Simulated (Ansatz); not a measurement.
**Compressing CaPdH$_{3}$: a fit and a missing row**

CaPdH$_{3}$, Pm-3m, a = 3.700 Å. The structure is a Materials Project entry; whether it is the stable form wasn't checked. Ansatz: r2SCAN, PAW, 500 eV, Γ-centred 10×10×10 mesh on 5 atoms, Gaussian smearing 0.10 eV; no spin polarisation. Symmetry fixes shape and atoms, so the cell is only scaled; pressure is positive in compression.

| V (Å³/atom) | P (GPa) |
| --- | --- |
| 9.526 | ? |
| 9.830 | 3.15 |
| 10.134 | -0.01 |
| 10.438 | -2.71 |
| 10.742 | -5.02 |

Task: Take V0 = 10.134 Å³/atom, count pressures from its P0 = -0.01 GPa, fit the third-order Birch–Murnaghan form to the other rows, and predict the missing pressure.

Result: With the Eulerian strain f = ½[(V0/V)^(2/3) − 1] and y = (P − P0)/[3f(1 + 2f)^(5/2)], the form is the line y = B0 + 1.5 B0 (B0′ − 4) f. Rows (f, y): 0.01026, 97.6; -0.00976, 96.9; -0.01905, 96.6. Means f = -0.006183, y = 97.033; Σ(Δf)² = 0.0004487, ΣΔfΔy = 0.01537; the slope is their ratio. y = 97.25 + 34.25 f GPa, so B0 = 97.2 GPa and B0′ = 4 + 2 × (34.25)/(3 × 97.25) = 4.23. At V = 9.526, f = 0.02105, y = 97.97 and P = 6.85 GPa. The run gave 6.84 GPa, so the fit is 0.01 GPa too high, a small miss on the scale of the series. The form still works here, 33 % of the fitted range beyond its end.